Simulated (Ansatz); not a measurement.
Relaxed WS₂ (2H-MoS2 type, space group P6_3/mmc):

```
WS2
1.0
    3.16997     0.00000     0.00000
   -1.58498     2.74527     0.00000
    0.00000     0.00000    12.49180
W S
2 4
Direct
  0.33333   0.66667   0.25000
  0.66667   0.33333   0.75000
  0.33333   0.66667   0.62490
  0.66667   0.33333   0.12490
  0.66667   0.33333   0.37510
  0.33333   0.66667   0.87510
```

Method: r2SCAN+rVV10 (plane waves to 500 eV, PAW, scalar-relativistic; Ansatz, a first-principles code). k mesh 10×10×3 (Γ-centred), Fermi-Dirac smearing 0.05 eV. Spin-orbit coupling is left out, though W is heavy. WS2 is run without spin polarisation. WS2 was relaxed with its symmetry unable to fall.

One atom of the cell was then moved (with its periodic images), all else fixed, and the forces (eV/Å) came out as:

| atom | Fx | Fy | Fz |
|---|---|---|---|
| W1 | -0.004 | -0.004 | -0.001 |
| W2 | -1.226 | -1.115 | -0.275 |
| S3 | 0.003 | 0.035 | -0.007 |
| S4 | -0.008 | -0.007 | 0.001 |
| S5 | 0.002 | 0.002 | 0.000 |
| S6 | 1.233 | 1.089 | 0.282 |

Question: Which atom was moved, and by which vector (Å)?

Answer: S6, by (-0.10, -0.10, 0.00), 0.14 Å in all.

(For displaced atoms, the force is minus the slope of the energy, and its curvature is a force constant, which sets phonon frequencies.)
